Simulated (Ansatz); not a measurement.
## CdH₂O₂ (P3m1), a sublattice moved along a line

Level of theory: Ansatz, DFT PBEsol, scalar-relativistic, plane waves, PAW. Settings: plane waves to 420 eV, k-mesh 9×9×6 (Γ-centred), Gaussian smearing 0.05 eV. No spin polarisation. Energies are free energies at this smearing, counted from the undisturbed cell; pressure is positive in compression.

Reference structure (as given, not relaxed at this level; it stands at -4.3 GPa, and it needn't be the usual structure):

```
Cd H O
1.0
     3.83982    0.00000    0.00000
    -1.91991    3.32538    0.00000
     0.00000    0.00000    4.44139
Cd H O
1 2 2
Direct
  0.33333 0.66667 0.98730
  0.00000 0.00000 0.00808
  0.66667 0.33333 0.43189
  0.00000 0.00000 0.78619
  0.66667 0.33333 0.21189
```

The cell holds layers and no dispersion correction was added, so their binding is poorly described.

Every O atom is moved by x along the Cartesian unit vector (-0.803, -0.464, 0.374); the cell and all other atoms stay fixed.

```tsv
x (Å)	ΔE (meV/cell)	force along x on the moved atoms (eV/Å)	pressure (GPa)	gap on the mesh (eV)
-0.1000	81.2	1.74	-7.1	1.06
-0.0500	?	0.80	?	1.10
0.0000	0.0	-0.05	-4.3	1.14
0.0250	5.9	-0.42	-3.6	1.16
0.0750	43.6	-1.06	-2.0	1.20
```

Q: Give the withheld values.

A: ΔE (meV/cell) at x (Å) = -0.0500: 18.3; pressure (GPa) at x (Å) = -0.0500: -5.8.